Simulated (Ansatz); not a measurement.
Pb:
```
CELL_PARAMETERS angstrom
      0.00000     2.52050     2.52050
      2.52050     0.00000     2.52050
      2.52050     2.52050     0.00000
ATOMIC_POSITIONS crystal
  Pb 0.50000 0.50000 0.50000
```

Relaxed with PBE. Special points in fractions of this cell's reciprocal vectors: Γ (0.000, 0.000, 0.000); X (0.500, 0.000, 0.500); U (0.625, 0.250, 0.625); K (0.375, 0.375, 0.750); L (0.500, 0.500, 0.500); W (0.500, 0.250, 0.750).

### Question
List the band energies nearest the Fermi level at these points for plane-wave PAW PBE (Ansatz code).

### Answer
In eV from the Fermi level; about four levels below and three above (degenerate sets whole), none deeper than 8.9 eV; … stands for higher levels left out; points with the same levels are listed once.

| k | below | above |
|---|---|---|
| Γ | – | 6.99 6.99 6.99 |
| X | -6.79 -3.07 | 1.98 1.98 … |
| U | -6.86 -2.14 -1.13 | 2.85 … |
| L | -8.08 -3.95 | 5.28 5.28 … |
| W | -6.69 -1.28 -1.28 | 0.30 … |

Space group Fm-3m (fcc (Cu type)). The PBE relaxation kept the symmetry of its start. Spin–orbit coupling is left out wherever it is not named.

Potentials: the later of the program's two PAW sets.
